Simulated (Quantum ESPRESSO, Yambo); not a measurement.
Rb$_{2}$YAgF$_{6}$ (space group Fm-3m, No. 225). The geometry is that of Materials Project entry mp-1110786, symmetrised and not relaxed again. Chain: norm-conserving PBEsol (Quantum ESPRESSO, 84 Ry, scalar-relativistic); G0W0 in Yambo (2×2×2 Γ-centred k mesh, bands 6 to 282 and a 7 Ry block in the screening, 282 bands in G with the Bruneval-Gonze terminator, plasmon pole fitted at 27.2 eV); BSE (4×4×4 mesh, 17 valence and 6 conduction bands, static screening with 112 bands and a 3 Ry block, scissor 3.35 eV, Tamm-Dancoff).

* **PBEsol gap (dense path)**: 2.68 eV
* **PBEsol gap L → Γ on the GW mesh**: 2.68 eV
* **PBEsol smallest direct gap on the GW mesh, at Γ**: 2.95 eV
* **G0W0 direct gap at that point**: 6.30 eV
* **G0W0 correction to the gap L → Γ**: 3.29 eV
* **direct gap on the BSE mesh, with the scissor**: 6.30 eV
* **first BSE state allowed for light along x**: 5.88 eV
* **lowest BSE state**: 4.09 eV
* **binding of the lowest exciton**: 2.21 eV

Rough cost of the Yambo steps against G0W0 for 6 states: BSE within a factor of two.

Nearest settings tried, and what they do to the gap: 115 bands in W, 115 bands in G: +378 meV. Not varied: block, mesh. So the settings aren't converged at that level. The k mesh is coarse. The BSE states are vertical excitations (zero momentum); the indirect quasiparticle gap, about 5.98 eV, is smaller than the direct one (6.30 eV on the GW mesh). Convergence of the binding with the mesh was not shown.

Spin-orbit splittings are left out.

The structure is a Materials Project entry; no match was found in the copy of COD used, and its stability was not checked.
